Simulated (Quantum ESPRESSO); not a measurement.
# Kohn-Sham bands of AgBr (P2₁/m)

```
CELL_PARAMETERS angstrom
      4.11216     0.00000     0.00000
      0.00000     4.15471     0.00000
     -0.11716     0.00000     5.84462
ATOMIC_POSITIONS crystal
  Ag 0.79148 0.75000 0.76012
  Ag 0.20852 0.25000 0.23988
  Br 0.27687 0.25000 0.74460
  Br 0.72313 0.75000 0.25540
```

Structure: Materials Project mp-570301, symmetrised, not relaxed again. Not found in the COD (Crystallography Open Database) copy used, which has the formula in other groups; not checked further. Computed values, not measurements, from PBEsol: Quantum ESPRESSO (norm-conserving PseudoDojo potentials, cutoff 66 Ry, spinors with spin-orbit coupling) on a Γ-centred 6×6×4 mesh, then Wannier90. Density: 8×8×6 mesh, Gaussian smearing 0.01 Ry.

Energies are relative to the valence-band maximum; weights are on the orthonormalised atomic waves of the pseudopotential files, averaged over the group. 52 electrons a cell are treated as valence.

**Question.** Into which isolated groups do the bands fall, where do they lie and what are they made of?

**Answer.** 
```csv
bands,from (eV),to (eV),filling,weight on atomic waves
1–4,-89.93,-89.93,filled,Ag 4s 100 %
5–8,-57.03,-57.03,filled,Ag 4p 100 %
9–16,-51.92,-51.91,filled,Ag 4p 100 %
17–20,-14.83,-14.38,filled,"Br 4s 94 %, Ag 5s 5 %"
21–52,-4.97,0.00,filled,"Ag 4d 62 %, Br 4p 34 %"
```

The Kohn-Sham gap over both meshes and the path is 0.44 eV.
